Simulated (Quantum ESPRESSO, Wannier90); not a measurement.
**Wannier functions of TaSe$_{2}$ (R-3m)**

```xyz
3
Lattice="-1.7544 3.0387 0.0000 -3.5088 0.0000 0.0000 -1.7544 1.0129 6.6457" Properties=species:S:1:pos:R:3 pbc="T T T"
Ta     0.0000     0.0000     0.0000
Se     1.7544    -1.0129    -1.6289
Se    -1.7544     1.0129     1.6289
```

Materials Project entry mp-567724; symmetrised, unrelaxed at this level. COD (Crystallography Open Database) has the formula in 5 space groups, this one among them (matched by group alone). Computed values, not measurements, from PBEsol: Quantum ESPRESSO (norm-conserving PseudoDojo potentials, cutoff 69 Ry, spinors with spin-orbit coupling) on a Γ-centred 6×6×6 mesh, then Wannier90. Density: 10×10×10 mesh, cold smearing 0.01 Ry. The cell is built of weakly bound layers, chains or molecules, whose nearest atoms lie 3.95 Å apart. Database cells relaxed without dispersion often hold them too far apart, which can enlarge gaps and weakens couplings between them; spacing and stacking were not compared with the measured crystal.

A tight-binding model is made by disentanglement and projection with no localisation steps (num_iter = 0), so the 22 orbitals stay atom-like: hydrogen-like Ta: d; Se: p, axes along x, y, z; frozen window up to 3.00 eV relative to the Fermi level. It follows pw.x to 7.8 meV rms for states up to 1.0 eV relative to the Fermi level. Matrix elements depend on this choice of orbitals and windows.

Problem. What are the on-site energies relative to the Fermi level, and how fast do the hoppings decay?

Solution. 
```tsv
atom	orbitals	energy (eV)
Ta1	dz2↑ dz2↓	0.15
Ta1	dxz↑ dxz↓ dyz↑ dyz↓	1.20
Ta1	dx2-y2↑ dx2-y2↓ dxy↑ dxy↓	0.42
Se2	pz↑ pz↓	-2.21
Se2	px↑ px↓ py↑ py↓	-2.07
Se3	pz↑ pz↓	-2.21
Se3	px↑ px↓ py↑ py↓	-2.07
```

| distance of the centres (Å) | largest modulus (eV) |
|---|---|
| 2–3 | 1.6 |
| 3–4 | 0.85 |
| 4–5 | 0.090 |
| 5–6 | 0.16 |
| 6–7 | 0.045 |
| 7–8 | 0.071 |
| 8–9 | 0.019 |

Effective spin-orbit constants λ of λ L·S, from the same-site elements px↑–py↑ (λ/2) and dx2-y2↑–dxy↑ (λ), where they are among the larger elements: Ta1 d 0.24 eV.
